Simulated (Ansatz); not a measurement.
In the program Ansatz at the PBEsol level (PAW), Ir in the bcc (W type) structure (Im-3m) relaxes to a = 3.076 Å.

Electronic character: metallic (no gap). Gap from PBEsol with spin–orbit coupling: none (metallic).

An equation-of-state fit gives a bulk modulus of 343 GPa. The relaxed-ion elastic constants in GPa are C11 = -70.9, C12 = 553, C44 = 184.

The start of the workflow was typed in or built on a structure type; neither database checked (COD, Materials Project) lists it. It is not the phase usual at ambient conditions (space group No. 225). The PBEsol relaxation kept the symmetry of its start. At this level the phase is mechanically unstable. The run is not spin-polarised. As this level gives no gap, shear constants depend on the k-mesh and smearing (Fermi–Dirac, 0.1 eV here). On the denser mesh and wider smearing of the elastic run this cell carries a stress of 0.6 GPa. Spin–orbit coupling is left out wherever it is not named.

Potentials: the earlier of the program's two PAW sets. The files were generated under PBE; for other functionals the program regenerates the frozen cores, and for LDA and PBEsol the local potential too.
